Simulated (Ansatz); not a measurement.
Computed with DFT, PBE, plane waves (420 eV) with PAW, scalar-relativistic in Ansatz.

An element in the dhcp structure gives this curve. The cell is scaled uniformly from the relaxed one, with fractional coordinates and shape fixed. Energies are extrapolated to zero smearing, pressures are those at the given smearing. Magnetic state: spin not included.

```tsv
V (Å³/atom)	E − E₀ (meV/atom)	P (GPa)
25.585	62.5	6.77
26.748	25.0	4.10
27.911	5.2	1.87
29.074	0.1	0.00
30.237	7.4	-1.58
31.400	25.2	-2.92
32.563	51.8	-4.07
```

**Question.** Which element is it?
A. lead
B. antimony
C. lutetium
D. thallium

**Answer.** C. Its fit is V₀ = 28.93 Å³/atom, B₀ = 43 GPa, B₀′ = 3.3.
